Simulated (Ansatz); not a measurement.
The end point of a relaxation of MgO. Space group P6₃mc (No. 186), AFLOW prototype AB_hP8_186_ab_ab (B5, as in SiC). All values below come from r2SCAN (plane waves to 500 eV, PAW, scalar-relativistic; Ansatz, a program for electronic structure).

```xyz
8
Lattice="3.2468 0.0000 0.0000 -1.6234 2.8118 0.0000 0.0000 0.0000 10.3961" Properties=species:S:1:pos:R:3 pbc="T T T"
Mg     0.0000     0.0000     0.0239
Mg     0.0000     0.0000     5.2219
Mg     1.6234     0.9373     7.8068
Mg     0.0000     1.8745     2.6088
O      0.0000     0.0000     8.4313
O      0.0000     0.0000     3.2333
O      1.6234     0.9373     5.8362
O      0.0000     1.8745     0.6381
```

Estimate the band gap that r2SCAN returns for this input.

4.31 eV, direct at Γ (no spin-orbit coupling).

No spin polarisation in the result.

The run could not lose the symmetry of its start; a randomly shaken copy of 8 atoms returns to this structure.

The first start was generated by placing the elements on the sites of a structure type. Materials Project lists a structure of MgO in the same space group, P6₃mc (No. 186); the sites were not compared with it, nor with measured phases. Known forms of MgO include space group No. 225.
